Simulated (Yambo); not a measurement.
Mg$_{2}$ZnO$_{3}$ (space group P-3m1, No. 164), G0W0@LDA in Yambo with this input:

```
rim_cut
gw0
dyson
el_el_corr
HF_and_locXC
ppa
em1d
RandQpts= 1000000
RandGvec= 1 Ry
EXXRLvcs= 84 Ry
VXCRLvcs= 336 Ry
Chimod= "HARTREE"
% BndsRnXp
 7 | 125 |
%
NGsBlkXp= 8 Ry
% LongDrXp
 1.0 | 1.0 | 1.0 |
%
PPAPntXp= 27.2114 eV
% GbndRnge
 1 | 125 |
%
GTermKind= "BG"
DysSolver= "n"
ExtendOut
```

On a 6×6×2 mesh, with wavefunctions cut at 84 Ry, the gap (A → Γ) is 4.960 eV and the valence edge shifts by -1.049 eV.

Q: What happens with this change: exchange cut at 40 Ry?

A: The gap falls by 0.181 eV, to 4.779 eV; the shift of the valence edge becomes -0.806 eV. Neither run is shown to be the converged limit.

Geometry of the Materials Project entry, not relaxed at this level; primitive cell a = b = 3.0330 Å, c = 7.4033 Å, α = β = 90.00°, γ = 120.00°.

The structure is a Materials Project entry; no match was found in the copy of COD used, and its stability was not checked.

A shift is the quasiparticle energy of the state minus its LDA energy.
